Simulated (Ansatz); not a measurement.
Relaxing a structure of Ge2Pd

The relaxed structure here is a generated cell of Ge2Pd: the first start was made by placing the elements on the sites of a structure type, and the end was not matched to a known phase here, so it may be hypothetical.

The start is a generated cell, Ge2Pd placed in the Al2Cu structure type. A full variable-cell relaxation at zero pressure is run with r2SCAN (plane waves to 500 eV, PAW, scalar-relativistic; Ansatz, a program for electronic structure). First-step values are on the input's coarse k-mesh.

Ansatz input (later rounds restart from its end on a renewed k-mesh):
Ansatz 0.2 input:
```yaml
crystal:
  lattice:
    - [-3.188974, 3.188974, 2.565963]
    - [3.188974, -3.188974, 2.565963]
    - [3.188974, 3.188974, -2.565963]
  atoms:
    - { symbol: Ge, position: [0.658, 0.158, 0.816] }
    - { symbol: Ge, position: [0.842, 0.658, 0.5] }
    - { symbol: Ge, position: [0.158, 0.342, 0.5] }
    - { symbol: Ge, position: [0.342, 0.842, 0.184] }
    - { symbol: Pd, position: [0.25, 0.25, 0] }
    - { symbol: Pd, position: [0.75, 0.75, 0] }
basis: { ecutwfc: 500, ecutrho_ratio: 4, xc_grid: 4, fft_grid_basis: typed }
kpoints: { mp_grid: { grid: [6, 6, 6] } }
hamiltonian:
  xc: r2scan
  dispersion: none
  pseudopotentials: { kind: paw }
scf: { occupations: { method: fermi_dirac, width: 0.05 } }
relax: { f_tol: 0.01, max_steps: 100, cell: { stress_tol: 0.02 } }
output: { forces: true, stress: true }
```

Problem. How much energy is released per atom?

Solution. 0.09 eV/atom.

Problem. Is the relaxed structure metallic? Give its gap.

Solution. No gap (metallic).

Problem. What does it relax into? Give the structure.

Solution. 
Space group I4/mcm (No. 140); a = b = 6.036 Å, c = 5.540 Å, α = β = γ = 90.00°

```json
[
 {"atom": "Ge", "site": "8h", "symmetry": "m.2m", "x": "0.3489", "y": "0.1511", "z": "0.0000"},
 {"atom": "Pd", "site": "4a", "symmetry": "422", "x": "0.0000", "y": "0.0000", "z": "0.2500"}
]
```
(The calculation used a cell of 6 atoms; values per cell refer to that cell.)

The space group stays I4/mcm (No. 140) (the run could not lower it), with 6 atoms in the primitive cell. Final values are on a 11×11×11 k-mesh of the relaxed cell. No spin polarisation in the result.

The run could not lose the symmetry of its start: the end is stationary, and may be a saddle point rather than a minimum.
